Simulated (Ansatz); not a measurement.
LiCl (rock salt, Fm-3m), plane-wave PAW PBEsol (Ansatz code). The conduction-band minimum lies at Γ, with 1 equivalent valley. Second derivatives d²E/dk² of the lowest band at one valley (eV·Å²), along Cartesian directions:

```tsv
direction	d²E/dk²
[100]	16.53
[010]	16.53
[001]	16.53
[110]	16.52
[101]	16.52
[011]	16.52
```

Task: Find the principal effective masses, the density-of-states mass and the conductivity mass.

Result: Off-diagonal terms follow from H_xy = H[110] − (H_xx + H_yy)/2, and m*/mₑ = 7.620 eV·Å² over each eigenvalue: 0.46, 0.46, 0.46. One valley's DOS mass (m₁m₂m₃)^(1/3) = 0.46, conductivity mass 3/(Σ 1/mᵢ) = 0.46 mₑ.

Task: What effective density of states Nc follows at 300 K for parabolic valleys?

Result: Nc = 2.509e19 × 1 × (0.46)^(3/2) ≈ 7.8e18 cm⁻³.

The PBEsol relaxation kept the symmetry of its start.

Potentials: the earlier of the program's two PAW sets. The files were generated under PBE; for other functionals the program regenerates the frozen cores, and for LDA and PBEsol the local potential too.

Edges and masses are those of Kohn–Sham bands, whose gap is no quasiparticle gap.
